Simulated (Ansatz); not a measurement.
# Profile along the O–Co line in CoO (rock salt)

CoO (rock salt)

```xyz
2
Lattice="0.0000 2.0836 2.0836 2.0836 0.0000 2.0836 2.0836 2.0836 0.0000" Properties=species:S:1:pos:R:3 pbc="T T T"
O      0.0000     0.0000     0.0000
Co     2.0836     2.0836     2.0836
```

Fields along a shortest O–Co line of a {100} plane (2.08 Å), from O to Co, interpolated on the slice's grid (step about 0.1 Å). All values below come from PBEsol (plane waves to 420 eV, PAW, scalar-relativistic; Ansatz, an electronic-structure program). k mesh 19×19×19. Inside the PAW spheres the values are not all-electron values, and peaks at nuclei hang on which shells count as valence. CoO is run spin-polarised and with no Hubbard U; the real compound is an antiferromagnetic insulator, a state that this run doesn't describe. CoO was relaxed with its symmetry unable to fall. Relaxed CoO ends ferromagnetic. The magnetic order is the one the run started from; other orders were not tried.

```json
[
 {"distance from O (Å)": "0.00", "valence electron density (e/Å³)": "7.61", "spin density, up minus down (e/Å³)": "0.53", "electron localisation function": "x", "ELF of the up spins": "x", "ELF of the down spins": "x"},
 {"distance from O (Å)": "0.21", "valence electron density (e/Å³)": "6.73", "spin density, up minus down (e/Å³)": "0.47", "electron localisation function": "x", "ELF of the up spins": "x", "ELF of the down spins": "x"},
 {"distance from O (Å)": "0.42", "valence electron density (e/Å³)": "4.17", "spin density, up minus down (e/Å³)": "0.27", "electron localisation function": "0.75", "ELF of the up spins": "0.76", "ELF of the down spins": "0.75"},
 {"distance from O (Å)": "0.62", "valence electron density (e/Å³)": "1.74", "spin density, up minus down (e/Å³)": "0.08", "electron localisation function": "0.82", "ELF of the up spins": "0.81", "ELF of the down spins": "0.83"},
 {"distance from O (Å)": "0.83", "valence electron density (e/Å³)": "0.74", "spin density, up minus down (e/Å³)": "0.02", "electron localisation function": "0.60", "ELF of the up spins": "0.52", "ELF of the down spins": "0.71"},
 {"distance from O (Å)": "1.04", "valence electron density (e/Å³)": "0.47", "spin density, up minus down (e/Å³)": "0.05", "electron localisation function": "0.14", "ELF of the up spins": "0.12", "ELF of the down spins": "0.17"},
 {"distance from O (Å)": "1.25", "valence electron density (e/Å³)": "0.77", "spin density, up minus down (e/Å³)": "0.24", "electron localisation function": "0.11", "ELF of the up spins": "0.17", "ELF of the down spins": "0.04"},
 {"distance from O (Å)": "1.46", "valence electron density (e/Å³)": "2.81", "spin density, up minus down (e/Å³)": "0.77", "electron localisation function": "0.32", "ELF of the up spins": "0.38", "ELF of the down spins": "0.24"},
 {"distance from O (Å)": "1.66", "valence electron density (e/Å³)": "11.90", "spin density, up minus down (e/Å³)": "2.29", "electron localisation function": "0.78", "ELF of the up spins": "0.75", "ELF of the down spins": "0.81"},
 {"distance from O (Å)": "1.87", "valence electron density (e/Å³)": "37.33", "spin density, up minus down (e/Å³)": "6.59", "electron localisation function": "x", "ELF of the up spins": "x", "ELF of the down spins": "x"},
 {"distance from O (Å)": "2.08", "valence electron density (e/Å³)": "57.22", "spin density, up minus down (e/Å³)": "10.50", "electron localisation function": "x", "ELF of the up spins": "x", "ELF of the down spins": "x"}
]
```

x: too close to a nucleus for the ELF to mean much.

Density on the O–Co line (2.08 Å) at its midpoint: 0.47 e/Å³. ELF at that point: 0.14.
